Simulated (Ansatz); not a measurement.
MoPt:
```xyz
2
Lattice="3.1578 0.0000 0.0000 0.0000 3.1578 0.0000 0.0000 0.0000 3.1578" Properties=species:S:1:pos:R:3 pbc="T T T"
Pt     0.0000     0.0000     0.0000
Mo     1.5789     1.5789     1.5789
```

Relaxed with r²SCAN. Special points in fractions of this cell's reciprocal vectors: Γ (0.000, 0.000, 0.000); X (0.000, 0.500, 0.000); M (0.500, 0.500, 0.000); R (0.500, 0.500, 0.500).

Q: List the band energies nearest the Fermi level at these points for plane-wave PAW r²SCAN with spin–orbit coupling (Ansatz code).

A: In eV from the Fermi level; about four levels below and three above (degenerate sets whole), none deeper than 8.9 eV; points with the same levels are listed once.

```json
[
 {"k": "Γ", "below": "-3.82 -3.82 -3.82 -3.82 -3.12 -3.12", "above": "0.11 0.11 0.11 0.11"},
 {"k": "X", "below": "-0.74 -0.74 -0.59 -0.59", "above": "0.96 0.96 3.32 3.32"},
 {"k": "M", "below": "-1.63 -1.63 -1.28 -1.28", "above": "0.01 0.01 0.64 0.64"},
 {"k": "R", "below": "-1.44 -1.44 -1.44 -1.44", "above": "2.48 2.48 2.48 2.48"}
]
```

Space group Pm-3m (CsCl type). The start of the workflow was typed in or built on a structure type; neither database checked (COD, Materials Project) lists it. Its standing as an ambient phase is unchecked. The r²SCAN relaxation kept the symmetry of its start. At this level the phase is mechanically unstable. The run is not spin-polarised. Its formation energy is positive at this level, so the cell may be metastable or incomplete.

Potentials: the earlier of the program's two PAW sets.
